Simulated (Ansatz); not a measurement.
La$_{2}$O$_{3}$ (La2O3 or Ni2Al3 type, P-3m1), the program Ansatz at the PBE level (PAW). The conduction-band minimum lies at M, with 3 equivalent valleys. Second derivatives d²E/dk² of the lowest band at one valley (eV·Å²), along Cartesian directions:

```csv
direction,d²E/dk²
[100],3.226
[010],3.990
[001],8.023
[110],3.610
[101],5.626
[011],2.211
```

Find the principal effective masses, the density-of-states mass and the conductivity mass.

Off-diagonal terms follow from H_xy = H[110] − (H_xx + H_yy)/2, and m*/mₑ = 7.620 eV·Å² over each eigenvalue: 0.74, 2.4, 4.5. One valley's DOS mass (m₁m₂m₃)^(1/3) = 2.0, conductivity mass 3/(Σ 1/mᵢ) = 1.5 mₑ.

What effective density of states Nc follows at 300 K for parabolic valleys?

Nc = 2.509e19 × 3 × (2.0)^(3/2) ≈ 2.1e20 cm⁻³.

With the computed static dielectric constant 30.8 (mean of the diagonal), estimate a hydrogenic donor's binding energy and radius.

E = 13.606 eV × 1.5/30.8² ≈ 22 meV; a = 0.529 Å × ε/m* ≈ 11 Å. Semilocal masses tend to be too small where the gap is.

The PBE relaxation kept the symmetry of its start; phonons on a q-mesh show no instability. Spin–orbit coupling is left out wherever it is not named.

Potentials: the later of the program's two PAW sets.
